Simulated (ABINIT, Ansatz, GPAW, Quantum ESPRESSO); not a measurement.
One calculation of TaVN2, 4 ways

```
Ta V N
1.0
     3.04987    0.00000    0.00000
     0.00000    3.04987    0.00000
     0.00000    0.00000    4.29606
Ta V N
1 1 2
Direct
  0.00000 0.00000 0.00000
  0.50000 0.50000 0.50000
  0.50000 0.50000 0.00000
  0.00000 0.00000 0.50000
```

The cell comes from a database or a generator and needn't be the stable form of this composition.

Alike in all runs: task single point; functional PBEsol; k mesh 9 × 9 × 6; occupations fermi-dirac, width 0.05 eV; collinear spin, ferromagnetic start; no spin-orbit coupling. Pressure is positive in compression and, in plane waves, holds the error of the finite cutoff.

| program and potentials | plane-wave cutoff (eV) | notes | pressure (GPa) | net moment per atom (μB) |
| --- | --- | --- | --- | --- |
| GPAW, PAW data sets generated for this functional | 800 | - | ? | ? |
| ABINIT, JTH PAW PBE v2.0 | 707 | potentials made for PBE | -10.28 | 0.22 |
| Quantum ESPRESSO, GBRV 1.5 PBEsol | 762 | - | -11.23 | 0.22 |
| Ansatz, all-electron LAPW, scalar-relativistic | - | - | -11.12 | 0.23 |

Task: Estimate from the other rows what the run with GPAW, PAW data sets generated for this functional gave.

Result: Pressure -10.44 GPa; net moment per atom 0.22 μB. The other rows, which needn't bracket it: pressure -11.23 to -10.28; net moment per atom 0.22 to 0.23.
